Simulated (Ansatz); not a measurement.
Relaxed BaZrO₃ (cubic perovskite):

```
CELL_PARAMETERS angstrom
      8.45443     0.00000     0.00000
      0.00000     4.22721     0.00000
      0.00000     0.00000     4.22721
ATOMIC_POSITIONS crystal
  Ba 0.00000 0.00000 0.00000
  Ba 0.50000 0.00000 0.00000
  Zr 0.25000 0.50000 0.50000
  Zr 0.75000 0.50000 0.50000
  O  0.00000 0.50000 0.50000
  O  0.50000 0.50000 0.50000
  O  0.25000 0.50000 0.00000
  O  0.75000 0.50000 0.00000
  O  0.25000 0.00000 0.50000
  O  0.75000 0.00000 0.50000
```

A phonon eigenvector at X = (0.5, 0.0, 0.0) is frozen into this cell: atom i moves by Q times the vector below, so Q is the largest atomic displacement, in Å. The cell is held. It is one choice among 2 degenerate patterns. (q is in reciprocal vectors of the primitive cell; the cell shown is doubled to hold the pattern.)

```json
[
 {"atom": "Zr3", "x": "0.000", "y": "0.000", "z": "0.264"},
 {"atom": "Zr4", "x": "0.000", "y": "0.000", "z": "-0.264"},
 {"atom": "O7", "x": "0.000", "y": "0.000", "z": "-0.295"},
 {"atom": "O8", "x": "0.000", "y": "0.000", "z": "0.295"},
 {"atom": "O9", "x": "0.000", "y": "0.000", "z": "-1.000"},
 {"atom": "O10", "x": "0.000", "y": "0.000", "z": "1.000"}
]
```

Atoms not listed stay in place.

The numbers are results of PBE (plane waves to 420 eV, PAW, scalar-relativistic; Ansatz, a program for electronic structure), not measurements. k mesh 4×8×8 (Γ-centred), Fermi-Dirac smearing 0.05 eV. E stands for the smeared free energy. BaZrO3 is run without spin polarisation. BaZrO3 was relaxed with its symmetry unable to fall. ΔE is measured from the undisplaced structure.

```
Q (Å)   ΔE (meV/cell)
------  -------------
-0.180          116.4
-0.150           77.8
-0.120           48.1
-0.090       withheld
-0.060           11.4
-0.030            2.8
0.000             0.0
0.030             2.8
0.060            11.4
0.090        withheld
0.120            48.1
0.150            77.8
0.180           116.4
```

Q: Fit an even polynomial form (powers 2, 4) to the given rows and predict ΔE at Q = 0.090.

A: Least squares on the 11 given rows: ΔE = (3140)·Q² + (13990)·Q⁴, in meV/cell with Q in Å; root-mean-square residual 0.05 meV/cell. At 0.090 the fit gives 26.4 meV/cell; the calculation gives 26.3 meV/cell, so the interpolation is off by 0.1 (+0.4 %). The quadratic term alone would give 25.4 meV/cell.

(For displaced atoms, the force is minus the slope of the energy, and its curvature is a force constant, which sets phonon frequencies.)
